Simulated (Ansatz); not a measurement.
**Notes on Ta5Sb4**

```xyz
9
Lattice="0.0190 0.0084 3.4972 5.0544 -5.0751 1.7638 5.0442 5.0838 -1.7090" Properties=species:S:1:pos:R:3 pbc="T T T"
Ta    9.8684    0.0604    0.1107
Ta    3.6950    3.3483    0.2064
Ta    1.8617   -1.2785    1.4843
Ta    6.4724   -3.3931    3.6453
Ta    8.2458    1.3031    1.8718
Sb    3.2804    0.5385    0.1730
Sb    4.6626   -2.0619    1.7445
Sb    7.1597   -0.2825    3.5123
Sb    5.5504    1.9844    1.7773
```

Level: r2SCAN, no spin polarisation; 500 eV; 5×3×3 (shifted by 0, 0, 0.5 steps) mesh; fermi-dirac occupations (width 0.1 eV); Ansatz 0.2.0, fixed geometry.

Q: Is it stable against the elements?

A: 0.14 eV an atom against the elements' usual phases (free molecules for gases, crystals otherwise, with no correction for O₂ or N₂), so at this geometry it isn't bound against them. Relaxing would lower it.

Q: What do density and ELF say about some of the short contacts?

A: Ta–Sb at 2.53 Å: least valence density 0.53 e/Å³ and ELF 0.39 there. Ta–Ta at 2.68 Å: least valence density 0.45 e/Å³ and ELF 0.40 there. Sb–Sb at 3.13 Å: least valence density 0.24 e/Å³ and ELF 0.42 there. These are pseudo-fields; inside the PAW spheres they differ from the all-electron ones.

Q: Is there a gap?

A: It is a metal, with about 3.6 states/eV a cell as the mean within 0.25 eV of the Fermi level, mostly Ta d (74 %) and Sb p (16 %).

Q: Which atom feels the largest force, and which way?

A: The largest is on Sb8: 5.19 eV/Å, components (-3.45, -3.24, 2.13). It makes 161° with the line to a nearest neighbour, Ta5 at 2.53 Å, pointing away from it.

Q: What does the stress say?

A: The pressure is 11.6 GPa (compression positive), so with the atoms held at these fractions the cell would first expand; the forces are large, so a full relaxation may end otherwise. The principal stresses 10.0, 11.2, 13.8 GPa differ, so its shape would change too.

Origin: a strained cell with displaced atoms, so it need not be a known compound. Caveats: the k mesh is coarse if the cell is a metal; atoms or cell far from equilibrium.
